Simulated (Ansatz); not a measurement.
A geometry of Ni away from equilibrium: the start of the relaxation of a relaxed Ni cell, doubled along one cell vector, shaken by Gaussian noise of σ = 0.08 Å a coordinate. Method: PBE (plane waves to 420 eV, PAW, scalar-relativistic; Ansatz, a quantum-chemistry and plane-wave program). Γ-centred k-mesh 16×8×16 on the run's cell (coarser than for final values), Fermi–Dirac smearing 0.05 eV.

```xyz
2
Lattice="0.0000 1.7594 1.7594 3.5188 0.0000 3.5188 1.7594 1.7594 0.0000" Properties=species:S:1:pos:R:3 pbc="T T T"
Ni    -0.0079     0.0116    -0.0150
Ni     1.7946     0.1346     1.7024
```
Spin-polarised start, with parallel moments on Ni.

Question: Predict the force on each atom, in eV/Å.

Answer: 
```
atom     Fx     Fy     Fz
----  -----  -----  -----
Ni1   -0.18   0.58  -0.40
Ni2    0.18  -0.58   0.40
```

Question: What is the pressure?

Answer: +0.9 GPa, compression positive.

Question: How far above the relaxed end point is this geometry?

Answer: 0.02 eV/atom; the path ends in Fm-3m (No. 225) (fcc (Cu type)).

Spin state reached: ferromagnetic (net 0.63 μB/atom), from parallel starting moments; other spin orders were not run from this start.

The run could not lose the symmetry of its start.
